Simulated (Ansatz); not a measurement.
## Mo (hcp): energy against volume

Theory: DFT, PBEsol, plane waves (420 eV) with PAW, scalar-relativistic in Ansatz 0.2.0. (PAW data from PBE, frozen cores regenerated.)

The cell is scaled uniformly from the relaxed one, with fractional coordinates and shape fixed. Energies are extrapolated to zero smearing, pressures are those at the given smearing. Magnetic state: spin not included.

A Birch-Murnaghan fit gives V₀ = 15.60 Å³/atom, B₀ = 258 GPa, B₀′ = 4.0.

What are the energy above the minimum and the pressure at 14.363 Å³/atom?

91.4 meV/atom and 25.46 GPa as computed.

What are the energy above the minimum and the pressure at 16.861 Å³/atom?

71.8 meV/atom and -16.87 GPa as computed.

What are the energy above the minimum and the pressure at 17.486 Å³/atom?

151.0 meV/atom and -23.02 GPa as computed.
